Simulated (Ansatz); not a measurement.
Tc (hcp (Mg type), P6_3/mmc) at seven volumes, DFT-PBE+D3(BJ) in the program Ansatz with PAW potentials, shape and atoms relaxed at each. One row is withheld.

```csv
V (Å³/atom),P (GPa)
12.827,36.90
13.250,22.56
13.673,10.36
14.096,0.00
14.518,?
14.941,-16.26
15.364,-22.56
```

Fit the shown pressures and predict the withheld one.

P = (3/2)B₀(x^(7/2) − x^(5/2))[1 + (3/4)(B′ − 4)(x − 1)] with x = (V₀/V)^(2/3). Least squares on the six rows gives V₀ = 14.096 Å³/atom, B₀ = 317 GPa, B′ = 4.43. At V = 14.518, x = 0.9805 and P = -8.76 GPa. The run itself gave -8.80 GPa.

The cell was relaxed with PBE+D3(BJ) under the symmetry of its start. The run is not spin-polarised. The pairwise dispersion correction was not fitted to metals.

Potentials: the later of the program's two PAW sets.
